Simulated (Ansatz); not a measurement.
TaAl (L1₀ or tetragonal B2, P4/mmm), a = b = 2.822 Å, c = 4.159 Å, α = β = γ = 90.00°.

Relaxed with r²SCAN.

**Question.** Tabulate the valence density and the electron localisation function along the shortest Ta–Ta contact (2.82 Å), r²SCAN (plane waves, PAW; program Ansatz).

**Answer.** 

```csv
distance from Ta (Å),density (e/Å³),ELF
0.28,4.52,0.35
0.42,4.82,0.68
0.56,4.00,0.79
0.71,2.61,0.77
0.85,1.41,0.64
0.99,0.77,0.43
1.13,0.51,0.35
1.27,0.40,0.40
1.41,0.38,0.44
1.55,0.40,0.40
1.69,0.51,0.35
1.83,0.77,0.43
1.98,1.41,0.64
2.12,2.61,0.77
2.26,4.00,0.79
2.40,4.82,0.68
2.54,4.52,0.35
```

The density is the valence pseudo-density with augmentation charge, so density and ELF within about 1 Å of a nucleus are not all-electron values.

The start of the workflow was typed in or built on a structure type; neither database checked (COD, Materials Project) lists it. Its standing as an ambient phase is unchecked. The r²SCAN relaxation kept the symmetry of its start; its stability against distortions is not shown here. No spin polarisation was allowed. Axis ratios of metals converge slowly with the k-mesh, so a and c are less sure than the volume. Spin–orbit coupling is left out wherever it is not named.

Potentials: the earlier of the program's two PAW sets.
